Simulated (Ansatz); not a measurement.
Pd (fcc, Cu type)

```
CELL_PARAMETERS angstrom
      0.00000     3.94259     3.94259
      1.97130     0.00000     1.97130
      1.97130     1.97130     0.00000
ATOMIC_POSITIONS crystal
  Pd 0.00000 0.00000 0.00000
  Pd 0.50000 0.00000 0.00000
```

A phonon eigenvector at L = (0.5, 0.0, 0.0) is frozen into this cell: atom i moves by Q times the vector below, so Q is the largest atomic displacement, in Å. The cell is held. It is one choice among 2 degenerate patterns. (q is in reciprocal vectors of the primitive cell; the cell shown is doubled to hold the pattern.)

```csv
atom,x,y,z
Pd1,0.285,-0.520,0.805
Pd2,-0.285,0.520,-0.805
```

These are PBE (plane waves to 420 eV, PAW, scalar-relativistic; Ansatz, a quantum-chemistry and plane-wave program) values and carry that method's errors. k mesh 10×20×20 (Γ-centred), Fermi-Dirac smearing 0.05 eV. With partly filled bands, energies and forces of such displacements shift with the k mesh and the smearing. Pd is run without spin polarisation. Pd was relaxed with its symmetry unable to fall. The PAW data are Ansatz's earlier set. 

```tsv
Q (Å)	−dE/dQ from forces (eV/Å)
-0.280	(withheld)
-0.233	1.174
-0.187	1.072
-0.140	0.926
-0.093	(withheld)
-0.047	0.395
0.000	0.000
0.047	-0.395
0.093	(withheld)
0.140	-0.926
0.187	-1.072
0.233	-1.174
0.280	(withheld)
```

Question: Some entries are withheld; supply them.

Answer: 
- -0.280, −dE/dQ from forces (eV/Å): 1.242
- -0.093, −dE/dQ from forces (eV/Å): 0.713
- 0.093, −dE/dQ from forces (eV/Å): -0.713
- 0.280, −dE/dQ from forces (eV/Å): -1.242

(For displaced atoms, the force is minus the slope of the energy, and its curvature is a force constant, which sets phonon frequencies.)
